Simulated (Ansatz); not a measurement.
# Structures of GaTeCl$_{3}$: which is lowest?

Plane-wave DFT in Ansatz with scalar-relativistic PAW potentials, cutoff 420 eV, Γ-centred meshes chosen by cell and gap, Gaussian smearing with energies taken to zero width. Every cell was relaxed (cell and atoms) in a run of its own, within the symmetry of its start. Functional: PBE.

Relaxed structures (starts from databases or built by putting these elements on another compound's sites):
A. Pm-3m, 5 atoms in the computed cell, a = 5.530 Å; sites (symmetry × multiplicity) Ga m-3m × 1, Te m-3m × 1, Cl 4/mm.m × 3; start: built
B. P4mm, 5 atoms in the computed cell, a = 4.530 Å, c = 7.935 Å; sites (symmetry × multiplicity) Ga 4mm × 1, Te 4mm × 1, Cl 2mm. × 2 + 4mm × 1; start: built

Question: Rank them by energy. Could pressure change the order?

Answer:
| structure | group | E − E(lowest) (meV/atom) | V (Å³/atom) | gap on mesh (eV) |
| --- | --- | --- | --- | --- |
| A | Pm-3m | 0.0 | 33.83 | 0.00 |
| B | P4mm | 16.9 | 32.57 | 0.00 |

A is lowest, 17 meV/atom under B. B is denser by 1.25 Å³/atom, so pressure favours it: ΔE/ΔV, with ΔE in eV and 1 eV/Å³ = 160.2 GPa, gives about 2.2 GPa for equal enthalpy if both cells were rigid, a rough figure since the two compress differently. Other structures may lie lower than all of these, and vibrations aren't counted.

Spin-orbit coupling is left out, which matters for the bands of heavy elements.